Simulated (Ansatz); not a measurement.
SiC (wurtzite)

```xyz
4
Lattice="3.0755 0.0000 0.0000 -1.5377 2.6634 0.0000 0.0000 0.0000 5.0486" Properties=species:S:1:pos:R:3 pbc="T T T"
Si     1.5377     0.8878     0.0025
Si     0.0000     1.7756     2.5268
C      1.5377     0.8878     3.1539
C      0.0000     1.7756     0.6296
```

Calculation: r2SCAN (plane waves to 500 eV, PAW, scalar-relativistic; Ansatz, a program for electronic structure). Harmonic phonons by density-functional perturbation theory on a 10×10×6 k mesh, in cm⁻¹; i marks imaginary ones, q is in fractions of the reciprocal vectors of the cell shown, and the three acoustic modes at Γ are left out. The non-analytic (LO-TO) term is not included, so polar modes at Γ have their transverse values. The program warned that its band solver left a few bands short of their tolerance. SiC was relaxed with its symmetry unable to fall. The PAW data are Ansatz's earlier set.

Task: Is the structure dynamically stable at Γ, M = (0.5, 0.0, 0.0), A = (0.0, 0.0, 0.5), L = (0.5, 0.0, 0.5)?

Result: No imaginary mode at these points (lowest 203 cm⁻¹ at A = (0.0, 0.0, 0.5)); other wave vectors were not tested.

Task: Predict the phonon wavenumbers at Γ, M = (0.5, 0.0, 0.0), A = (0.0, 0.0, 0.5), L = (0.5, 0.0, 0.5).

Result: 
| q | wavenumbers (cm⁻¹) |
|---|---|
| Γ | 271 (×2), 605, 765 (×2), 773, 802 (×2), 846 |
| M = (0.5, 0.0, 0.0) | 270, 352, 376, 448, 557, 564, 754, 764, 776, 791, 851, 865 |
| A = (0.0, 0.0, 0.5) | 203 (×4), 406 (×2), 782 (×4), 922 (×2) |
| L = (0.5, 0.0, 0.5) | 335 (×2), 336 (×2), 614 (×2), 768 (×2), 790 (×2), 840 (×2) |
